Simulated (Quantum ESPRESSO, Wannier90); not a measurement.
ZnCdSe2 (P3m1): Wannier90 run

```xyz
4
Lattice="4.2250 0.0000 0.0000 -2.1125 3.6589 0.0000 0.0000 0.0000 6.9253" Properties=species:S:1:pos:R:3 pbc="T T T"
Zn     0.0000     0.0000     0.0009
Cd    -2.1125     1.2196     3.4429
Se    -2.1125     1.2196     0.7517
Se     0.0000     0.0000    -2.4779
```

Structure: Materials Project mp-1215451, symmetrised, not relaxed again. Not found in the COD (Crystallography Open Database) copy used; not checked further. Computed values, not measurements, from PBEsol: Quantum ESPRESSO (norm-conserving PseudoDojo potentials, cutoff 82 Ry, no spin polarisation, no spin-orbit coupling) on a Γ-centred 6×6×4 mesh, then Wannier90. Density: 12×12×6 mesh, Gaussian smearing 0.01 Ry. Spin-orbit coupling, left out, would split the p-like bands by a few tenths of an eV.

A tight-binding model is made by disentanglement and projection with no localisation steps (num_iter = 0), so the 16 orbitals stay atom-like: hydrogen-like Zn: s;p; Cd: s;p; Se: s;p, axes along x, y, z; frozen window up to 2.05 eV relative to the valence-band maximum. It follows pw.x to 2.1 meV rms for states up to 1.5 eV relative to the valence-band maximum. Matrix elements depend on this choice of orbitals and windows. Bands 21–25 (Cd 4d 95 %), 26–30 (Zn 3d 96 %) lie between the kept ones and are excluded.

Question: What are the on-site energies relative to the valence-band maximum, and how fast do the hoppings decay?

Answer: 
| atom | orbitals | energy (eV) |
|---|---|---|
| Zn1 | s | 0.20 |
| Zn1 | pz | 5.43 |
| Zn1 | px py | 5.54 |
| Cd2 | s | 0.60 |
| Cd2 | pz | 5.79 |
| Cd2 | px py | 5.72 |
| Se3 | s | -10.81 |
| Se3 | pz | 0.25 |
| Se3 | px py | 0.37 |
| Se4 | s | -10.81 |
| Se4 | pz | 0.54 |
| Se4 | px py | 0.41 |

```tsv
distance of the centres (Å)	largest modulus (eV)
2–3	2.7
3–4	0.42
4–5	0.51
5–6	0.057
6–7	0.16
7–8	0.082
8–9	0.017
9–10	0.0093
```
